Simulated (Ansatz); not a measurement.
PdPt2S6 (P-31m) at 2 levels of theory

One geometry, relaxed with PBE; plane waves with PAW potentials in Ansatz, scalar-relativistic. No spin polarisation. Gaps are the least over mesh and band path; pressure is positive in compression.

```
Pd Pt S
1.0
     6.18462    0.00000    0.00000
    -3.09231    5.35604    0.00000
     0.00000    0.00000    6.31691
Pd Pt S
1 2 6
Direct
  0.00000 0.00000 0.00000
  0.66667 0.33333 0.00000
  0.33333 0.66667 0.00000
  0.00000 0.33376 0.19490
  0.66623 0.66624 0.19490
  0.33376 0.00000 0.19490
  0.33376 0.33376 0.80510
  0.00000 0.66624 0.80510
  0.66623 0.00000 0.80510
```

```tsv
level	cutoff (eV)	k mesh	gap (eV)	pressure (GPa)
PBE	420	6×6×4	1.17	0.0
```

Problem. What comes out on the same cell with PBEsol?

Solution.
```csv
level,cutoff (eV),k mesh,gap (eV),pressure (GPa)
PBEsol,420,6×6×4,1.12,-3.5
```

Spin-orbit coupling matters for the bands of heavy elements and is left out. The cell holds layers, chains or molecules and no dispersion correction was added, so their binding is poorly described.

The structure comes from a generated guess; another structure or a mixture of phases may lie lower.
